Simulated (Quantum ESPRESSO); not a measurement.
MgTe has the hexagonal space group P6₃mc (No. 186), the wurtzite structure, Pearson symbol hP4. Conventional cell: a = b = 4.5626 Å, c = 7.4041 Å, α = β = 90.00°, γ = 120.00°. Mg on 2b is surrounded by 4 Te at 2.787–2.792 Å (tetrahedral). Te on 2b is surrounded by 4 Mg at 2.787–2.792 Å (tetrahedral). (Neighbours: up to the widest gap in distance over summed covalent radii, below 1.35, at either atom; cation-cation contacts left out.)

Cell and atoms were relaxed with PBEsol from Materials Project entry mp-1039, within its symmetry.

### Question
What does PBE (Quantum ESPRESSO, PseudoDojo norm-conserving, 84 Ry, without SOC) give for the electronic structure near the Fermi level?

### Answer
The PBE gap is direct, 2.49 eV at Γ. Spin-orbit coupling is left out, which matters for elements this heavy: edges can move by tenths of an eV.
